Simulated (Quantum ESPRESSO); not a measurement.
Li3Hf3AuAl, input and log of a self-consistent run

Computed values, not a measurement. The program is pw.x of Quantum ESPRESSO 7.5 (plane-wave density functional theory). The cell is made up: eight metal atoms on a hexagonal close-packed lattice, with elements, volume, strain and displacements drawn at random and not relaxed, so it may be unstable or far from any real phase. PseudoDojo standard norm-conserving files set the functional (PBE unless stated); there is no spin polarisation or spin-orbit coupling, the Fermi-Dirac width of 0.25 eV means electrons at about 2900 K, and the masses in the input are unused placeholders. Heavy elements are run without spin-orbit coupling, which real alloys of them have. A spin test at this wide smearing found no moment, but such smearing suppresses magnetism that the real alloy may have.

Input:

```
&control calculation='scf', pseudo_dir='./dojo.nc.sr.pbe.v0_5.standard.upf', outdir='./o', disk_io='medium', tprnfor=.true., tstress=.true. /
&system ibrav=0, nat=8, ntyp=4, nbnd=46, ecutwfc=75.99759826, nosym=.true., tot_charge=0,
 occupations='smearing', smearing='fd', degauss=0.0183746611
/
&electrons conv_thr=1.470e-08, electron_maxstep=70, mixing_beta=0.5 /
ATOMIC_SPECIES
Al 1.0 Al.upf
Au 1.0 Au.upf
Hf 1.0 Hf.upf
Li 1.0 Li.upf
CELL_PARAMETERS angstrom
2.9252 0.0273 -0.0543
0.0474 5.1866 -0.0339
-0.1703 -0.0613 9.7392
ATOMIC_POSITIONS angstrom
Li 0.0212 -0.0215 -0.0224
Hf -0.0967 -0.0362 4.8277
Au -0.0271 1.7482 2.3887
Li -0.1296 1.6681 7.2096
Al 1.5172 2.5342 -0.0734
Hf 1.4154 2.6081 4.8023
Hf 1.4367 4.2634 2.3432
Li 1.4558 4.2596 7.2531
K_POINTS automatic
8 5 3 1 1 1
```

The log is shortened where brackets say so; the opening notice, blank lines, dates and the lines on written files are dropped, and the path of the files is cut. It prints rydbergs, bohrs and kilobars, and counts compression as positive stress. Its total energy is the free energy E - TS of the whole cell.

```
     Program PWSCF v.7.5
     Parallel version (MPI & OpenMP), running on       1 processor cores
     Number of MPI processes:                 1
     Threads/MPI process:                     1
     [start-up lines left out]
     bravais-lattice index     =            0
     lattice parameter (alat)  =       5.5290  a.u.
     unit-cell volume          =     996.6971 (a.u.)^3
     number of atoms/cell      =            8
     number of atomic types    =            4
     number of electrons       =        67.00
     number of Kohn-Sham states=           46
     kinetic-energy cutoff     =      75.9976  Ry
     charge density cutoff     =     303.9904  Ry
     scf convergence threshold =      1.5E-08
     mixing beta               =       0.5000
     number of iterations used =            8  plain     mixing
     Exchange-correlation= PBE
                           (   1   4   3   4   0   0   0)
     [axes and pseudopotential details left out]
   Cartesian axes
     site n.     atom                  positions (alat units)
         1        Li     tau(   1) = (   0.0072458  -0.0073483  -0.0076559  )
         2        Hf     tau(   2) = (  -0.0330504  -0.0123726   1.6500268  )
         3        Au     tau(   3) = (  -0.0092623   0.5975054   0.8164175  )
         4        Li     tau(   4) = (  -0.0442951   0.5701286   2.4641202  )
         5        Al     tau(   5) = (   0.5185535   0.8661470  -0.0250869  )
         6        Hf     tau(   6) = (   0.4837599   0.8914048   1.6413455  )
         7        Hf     tau(   7) = (   0.4910399   1.4571585   0.8008664  )
         8        Li     tau(   8) = (   0.4975680   1.4558597   2.4789878  )
     number of k points=    60  Fermi-Dirac smearing, width (Ry)=  0.0184
                       cart. coord. in units 2pi/alat
        k(    1) = (   0.0629457   0.0561729   0.0515239), wk =   0.0333333
        k(    2) = (   0.0592385   0.0548972  -0.1488276), wk =   0.0333333
     [further k points left out]
     Dense  grid:    89215 G-vectors     FFT dimensions: (  32,  60, 108)
     Estimated max dynamical RAM per process >     140.31 MB
     Initial potential from superposition of free atoms
     starting charge      66.9782, renormalised to      67.0000
     Starting wfcs are   50 randomized atomic wfcs
     total cpu time spent up to now is       22.2 secs
     per-process dynamical memory:    86.6 Mb
     Self-consistent Calculation
     iteration #  1     ecut=    76.00 Ry     beta= 0.50
     Davidson diagonalization with overlap
     ethr =  1.00E-02,  avg # of iterations =  4.8
     total cpu time spent up to now is       85.1 secs
     total energy              =    -680.82016345 Ry
     estimated scf accuracy    <       3.07591250 Ry
     iteration #  2     ecut=    76.00 Ry     beta= 0.50
     Davidson diagonalization with overlap
     ethr =  4.59E-03,  avg # of iterations =  4.4
     total cpu time spent up to now is      147.9 secs
     total energy              =    -679.71270649 Ry
     estimated scf accuracy    <      46.55826939 Ry
     iteration #  3     ecut=    76.00 Ry     beta= 0.50
     Davidson diagonalization with overlap
     ethr =  4.59E-03,  avg # of iterations =  3.8
     total cpu time spent up to now is      206.1 secs
     total energy              =    -682.53517598 Ry
     estimated scf accuracy    <       2.36196517 Ry
     iteration #  4     ecut=    76.00 Ry     beta= 0.50
     Davidson diagonalization with overlap
     ethr =  3.53E-03,  avg # of iterations =  1.6
     total cpu time spent up to now is      252.3 secs
     total energy              =    -682.74932779 Ry
     estimated scf accuracy    <       0.55091436 Ry
     iteration #  5     ecut=    76.00 Ry     beta= 0.50
     Davidson diagonalization with overlap
     ethr =  8.22E-04,  avg # of iterations =  2.5
     total cpu time spent up to now is      298.5 secs
     total energy              =    -682.75173699 Ry
     estimated scf accuracy    <       0.20584090 Ry
     [iterations 6 to 9 left out]
     iteration # 10     ecut=    76.00 Ry     beta= 0.50
     Davidson diagonalization with overlap
     ethr =  1.64E-07,  avg # of iterations =  3.6
     total cpu time spent up to now is      539.1 secs
     total energy              =    -682.75856229 Ry
     estimated scf accuracy    <       0.00007046 Ry
     iteration # 11     ecut=    76.00 Ry     beta= 0.50
     Davidson diagonalization with overlap
     ethr =  1.05E-07,  avg # of iterations =  2.0
     total cpu time spent up to now is      572.1 secs
     total energy              =    -682.75857238 Ry
     estimated scf accuracy    <       0.00000581 Ry
     iteration # 12     ecut=    76.00 Ry     beta= 0.50
     Davidson diagonalization with overlap
     ethr =  8.67E-09,  avg # of iterations =  2.3
     total cpu time spent up to now is      605.7 secs
     total energy              =    -682.75857303 Ry
     estimated scf accuracy    <       0.00000023 Ry
     iteration # 13     ecut=    76.00 Ry     beta= 0.50
     Davidson diagonalization with overlap
     ethr =  3.49E-10,  avg # of iterations =  4.7
     total cpu time spent up to now is      645.9 secs
     total energy              =    -682.75857309 Ry
     estimated scf accuracy    <       0.00000006 Ry
     iteration # 14     ecut=    76.00 Ry     beta= 0.50
     Davidson diagonalization with overlap
     ethr =  8.48E-11,  avg # of iterations =  2.0
     total cpu time spent up to now is      679.5 secs
     End of self-consistent calculation
     [lines on levels left out]
!    total energy              =    -682.75857309 Ry
     estimated scf accuracy    <          3.3E-09 Ry
     smearing contrib. (-TS)   =      -0.08655606 Ry
     internal energy E=F+TS    =    -682.67201704 Ry
     The total energy is F=E-TS. E is the sum of the following terms:
     one-electron contribution =    -573.63383667 Ry
     hartree contribution      =     298.37338605 Ry
     xc contribution           =    -150.07670652 Ry
     ewald contribution        =    -257.33485991 Ry
     convergence has been achieved in  14 iterations
     Forces acting on atoms (cartesian axes, Ry/au):
     atom    1 type  4   force =    -0.00167625    0.00565978   -0.00909014
     atom    2 type  3   force =     0.00729114    0.00633607    0.02306257
     atom    3 type  2   force =    -0.00244786   -0.02730998   -0.03040735
     atom    4 type  4   force =     0.00500588    0.00242340    0.03054477
     atom    5 type  1   force =     0.00045714   -0.00258675    0.00012357
     atom    6 type  3   force =    -0.00607124   -0.01519130   -0.00747301
     atom    7 type  3   force =    -0.00068580    0.03432044   -0.02243072
     atom    8 type  4   force =    -0.00187300   -0.00365166    0.01567032
     Total force =     0.075215     Total SCF correction =     0.000233
     Computing stress (Cartesian axis) and pressure
          total   stress  (Ry/bohr**3)                   (kbar)     P=       59.62
   0.00047335  -0.00004196   0.00004088           69.63       -6.17        6.01
  -0.00004196   0.00029860  -0.00003433           -6.17       43.93       -5.05
   0.00004088  -0.00003433   0.00044399            6.01       -5.05       65.31
     init_run     :     18.99s CPU     22.01s WALL (       1 calls)
     electrons    :    624.85s CPU    657.32s WALL (       1 calls)
     forces       :      7.30s CPU      7.39s WALL (       1 calls)
     stress       :     30.33s CPU     30.55s WALL (       1 calls)
     [timing details left out]
     PWSCF        :  11m21.81s CPU  11m58.72s WALL
     JOB DONE.
```

In other units: free energy -9289.404 eV for the cell, pressure 5.96 GPa, largest force component 0.882 eV/Å in size. The run took 720 s of wall time with one process on a shared machine (AMD EPYC, Zen 5, virtual cores), so the time is rough. A rerun of this cell at a higher cutoff and on a denser mesh moved values by no more than 0.012 eV in energy, 0.08 GPa in stress and 0.013 eV/Å in force, and a second program with other atomic files agreed on that cell to 2 % rms in force and 0.5 GPa in pressure.